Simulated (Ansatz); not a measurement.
ZrSnTe:
```xyz
6
Lattice="4.0416 0.0000 0.0000 0.0000 4.0416 0.0000 0.0000 0.0000 8.6857" Properties=species:S:1:pos:R:3 pbc="T T T"
Zr     2.0208     0.0000     2.2981
Zr     0.0000     2.0208     6.3876
Sn     0.0000     0.0000     0.0000
Sn     2.0208     2.0208     0.0000
Te     2.0208     0.0000     5.3702
Te     0.0000     2.0208     3.3155
```

Relaxed with PBEsol. Special points in fractions of this cell's reciprocal vectors: Γ (0.000, 0.000, 0.000); X (0.000, 0.500, 0.000); M (0.500, 0.500, 0.000); Z (0.000, 0.000, 0.500); R (0.000, 0.500, 0.500); A (0.500, 0.500, 0.500).

List the band energies nearest the Fermi level at these points for DFT-PBEsol in the program Ansatz with PAW potentials.

In eV from the Fermi level; about four levels below and three above (degenerate sets whole), none deeper than 8.9 eV; points with the same levels are listed once.

```json
[
 {"k": "Γ", "below": "-1.94 -1.12 -1.12 -0.46", "above": "0.07 0.11 0.61"},
 {"k": "X", "below": "-1.54 -1.54 -0.63 -0.63", "above": "0.66 0.66 1.49 1.49"},
 {"k": "M", "below": "-3.18 -3.18 -2.03 -2.03", "above": "1.84 1.84 1.86 1.86"},
 {"k": "Z", "below": "-2.36 -2.15 -1.09 -1.09", "above": "0.51 0.53 0.62"},
 {"k": "R", "below": "-1.44 -1.44 -0.32 -0.32", "above": "0.91 0.91 1.43 1.43"},
 {"k": "A", "below": "-3.00 -3.00 -2.19 -2.19", "above": "1.25 1.25 1.86 1.86"}
]
```

Space group P4/nmm. The first step of the workflow began from a Materials Project structure, measured or hypothetical; the Crystallography Open Database copy checked does not list it. Whether it is the stable phase at ambient conditions was not checked. The PBEsol relaxation kept the symmetry of its start; of distortions, only those at the zone centre were tested. The run is not spin-polarised. Scalar-relativistic: spin–orbit coupling is off unless named, which matters more the heavier the elements.

Potentials: the later of the program's two PAW sets.
